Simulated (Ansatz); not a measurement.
Relaxed-ion elastic tensor of Ge (diamond, space group No. 227) in GPa (Voigt order), r²SCAN+D4 (plane waves, PAW; program Ansatz); density 5.33 g/cm³, 22.61 Å³ per atom.

```
 129  45.7  45.7   0.0   0.0   0.0
45.7   129  45.7   0.0   0.0   0.0
45.7  45.7   129   0.0   0.0   0.0
 0.0   0.0   0.0  68.5   0.0   0.0
 0.0   0.0   0.0   0.0  68.5   0.0
 0.0   0.0   0.0   0.0   0.0  68.5
```

Task: Is the crystal mechanically stable?

Result: Yes: the smallest eigenvalue of C is 68.5 GPa.

Task: Work out the Voigt, Reuss and Hill averages.

Result: K_V = 73.6, K_R = 73.6, K_H = 73.6; G_V = 57.8, G_R = 54.6, G_H = 56.2 GPa.

Task: Give Young's modulus, Poisson's ratio, Pugh's ratio and the universal anisotropy index.

Result: E = 9KG/(3K + G) = 134 GPa; ν = 0.20; K/G = 1.31 (brittle by the Pugh limit of 1.75); A_U = 5G_V/G_R + K_V/K_R − 6 = 0.30.

Task: Estimate the sound speeds and the Debye temperature.

Result: v_l = √((K + 4G/3)/ρ) = 5280 m/s, v_t = √(G/ρ) = 3250 m/s, mean 3580 m/s; Θ = (h/k)(3n/4πV)^(1/3) v_m = 377 K.

Task: Give the Zener ratio and Young's modulus along [100], [110] and [111].

Result: A = 2C44/(C11 − C12) = 1.64; 1/E = S11 − 2(S11 − S12 − S44/2)Γ with Γ = 0, 1/4, 1/3 gives 105, 140, 157 GPa.

Task: Solve the Christoffel equation for the three sound speeds along [100], [110], [111].

Result: Eigenvalues of C_ijkl n_j n_l equal ρv². In km/s, slowest first: [100] 3.58, 3.58, 4.92; [110] 2.80, 3.58, 5.41; [111] 3.08, 3.08, 5.56.

Space group Fd-3m (diamond). The cell was relaxed with r²SCAN+D4 under the symmetry of its start.

Potentials: the later of the program's two PAW sets.
